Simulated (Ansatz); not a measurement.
**Al3GaN4: random displacements**

Method: DFT PBEsol, scalar-relativistic, plane waves, PAW (Ansatz). Cutoff 420 eV, Γ-centred 6×6×6 k-points, Gaussian smearing of 0.05 eV. No spin polarisation. Energies are free energies at this smearing, counted from the undisturbed cell; pressure is positive in compression.

The undisturbed cell (as given, not relaxed at this level, and it needn't be the usual structure):

```
CELL_PARAMETERS angstrom
4.40144 0.00000 0.00000
0.00000 4.40144 0.00000
0.00000 0.00000 4.40144
ATOMIC_POSITIONS crystal
Al 0.50000 0.50000 0.00000
Al 0.50000 0.00000 0.50000
Al 0.00000 0.50000 0.50000
Ga 0.00000 0.00000 0.00000
N 0.74416 0.74416 0.25584
N 0.74416 0.25584 0.74416
N 0.25584 0.74416 0.74416
N 0.25584 0.25584 0.25584
```

The atoms are displaced (Å, in the unstrained cell):

```
atom ux uy uz
 Al1   0.474  -0.128   0.141
 Al2  -0.497   0.119  -0.065
 Al3   0.102  -0.108  -0.143
 Ga4  -0.338   0.127  -0.327
  N5   0.184   0.060   0.408
  N6   0.098  -0.090   0.237
  N7  -0.256   0.056   0.061
  N8   0.233  -0.035  -0.311
```

Strain (Voigt, engineering shear): (-0.0057, 0.0895, 0.0046, -0.0674, -0.0460, 0.0297).

(1) What are the energy change, the stress and the forces?

Answers

(1) ΔE = 1751.7 meV/atom; stress (xx, yy, zz, yz, xz, xy; compression positive) (21.86, 45.36, 16.81, -23.96, 26.95, -45.73) GPa.
```
atom Fx (eV/Å) Fy Fz
 Al1      -5.10    6.27    2.59
 Al2       3.16   -4.47    1.38
 Al3       1.59    1.76    2.05
 Ga4      20.93  -31.56   17.45
  N5      -3.25    0.26   -3.78
  N6     -17.86   27.01  -21.28
  N7       2.80   -0.57   -0.40
  N8      -2.26    1.29    2.01
```

Cost: 1 run of about 0.52 core-minutes, on Arm Neoverse V1 (shared hosts).